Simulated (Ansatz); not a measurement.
LiCl (rock salt, Fm-3m), plane-wave PAW r²SCAN (Ansatz code): ε∞ = 2.83, cell volume 33.39 Å³. Infrared-active transverse modes:

```json
[
 {"ω_TO (cm⁻¹)": "191.9", "oscillator strength S_xx (e²/amu)": "0.2366"}
]
```

Question: Compute the static dielectric constant.

Answer: Each mode adds (4.921e7/V) S/ω²: 9.47. So ε0 = 12.3.

Question: What LO frequency does the Lyddane–Sachs–Teller relation give?

Answer: ω_LO = ω_TO √(ε0/ε∞) = 400 cm⁻¹.

The r²SCAN relaxation kept the symmetry of its start.

Potentials: the earlier of the program's two PAW sets. The files were generated under PBE; for other functionals the program regenerates the frozen cores, and for LDA and PBEsol the local potential too.
